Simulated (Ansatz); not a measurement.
The start is a generated cell, La built in the omega structure type. The structure is fully relaxed (lattice and positions, P = 0) with r2SCAN (plane waves to 500 eV, PAW, scalar-relativistic; Ansatz, a program for electronic structure). The first steps use a coarse 7×7×9 k-mesh.

Input geometry:
```
La
1.0
    5.95223     0.00000     0.00000
   -2.97612     5.15478     0.00000
    0.00000     0.00000     3.62024
La
3
Direct
  0.00000   0.00000   0.00000
  0.33333   0.66667   0.50000
  0.66667   0.33333   0.50000
```

By how much does the energy per atom fall from start to end?

Under 0.01 eV/atom.

How does the volume per atom move from start to end?

+0.5 %, from 37.03 to 37.22 Å³/atom.

How do the shortest distances between atoms change?

The closest pairs of elements (up to four, under 3.6 Å), start → end: La–La 3.44 → 3.45 Å.

Is the relaxed structure metallic? Give its gap.

No gap (metallic).

Give the final cell and atomic positions.


```cif
data_La3
_chemical_formula_sum 'La3'
_space_group_name_H-M_alt 'P6/mmm'
_space_group_IT_number 191
_space_group_name_Hall '-P 6 2'
_cell_length_a 5.97709
_cell_length_b 5.97709
_cell_length_c 3.60881
_cell_angle_alpha 90.000
_cell_angle_beta 90.000
_cell_angle_gamma 120.000
loop_
_atom_site_label
_atom_site_type_symbol
_atom_site_symmetry_multiplicity
_atom_site_Wyckoff_symbol
_atom_site_fract_x
_atom_site_fract_y
_atom_site_fract_z
_atom_site_occupancy
La1 La 1 a 0.00000 0.00000 0.00000 1
La2 La 2 d 0.33333 0.66667 0.50000 1
```

The space group stays P6/mmm (No. 191) (the run could not lower it), with 3 atoms in the primitive cell. Final values are on a 9×9×13 k-mesh of the relaxed cell. No spin polarisation in the result.

The run could not lose the symmetry of its start; a randomly shaken copy of 6 atoms returns to this structure.

All atoms sit on sites fixed by symmetry, so only the cell could relax.

The relaxed structure here is a generated cell of La: the first start was made by placing the elements on the sites of a structure type, and the end was not matched to a known phase here, so it may be hypothetical. Known forms of La include space group No. 194.
